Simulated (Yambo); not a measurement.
G0W0@LDA for AlP (zinc blende, space group F-43m, No. 216) in Yambo. Reference settings: 4×4×4 Γ-centred k mesh, 148 bands and a 14 Ry block in the screening, 148 bands in G with the Bruneval-Gonze terminator, plasmon pole fitted at 27.2 eV. The LDA gap Γ → X on this mesh is 1.42 eV; G0W0 gaps are taken between the same points.

With and without the terminator, as bands are cut:

| bands in G (in W) | gap, terminator (eV) | gap, none (eV) | valence shift, terminator (eV) | valence shift, none (eV) |
|---|---|---|---|---|
| 23 (23) | 2.353 | 2.242 | -0.514 | -0.243 |
| 47 (47) | 2.395 | 2.315 | -0.752 | -0.596 |
| 76 (76) | 2.429 | 2.381 | -0.851 | -0.762 |
| 112 (112) | 2.453 | 2.423 | -0.908 | -0.854 |
| 148 (148) | 2.464 | 2.446 | -0.934 | -0.900 |

Over this range the gap spans 0.111 eV with the terminator and 0.204 eV without, the valence shift 0.420 eV and 0.657 eV. Neither column has reached its limit for certain.

Geometry relaxed with LDA; primitive cell a = 3.8377 Å, b = 3.8377 Å, c = 3.8377 Å, α = 60.00°, β = 60.00°, γ = 60.00°.

A shift is the quasiparticle energy of the state minus its LDA energy.
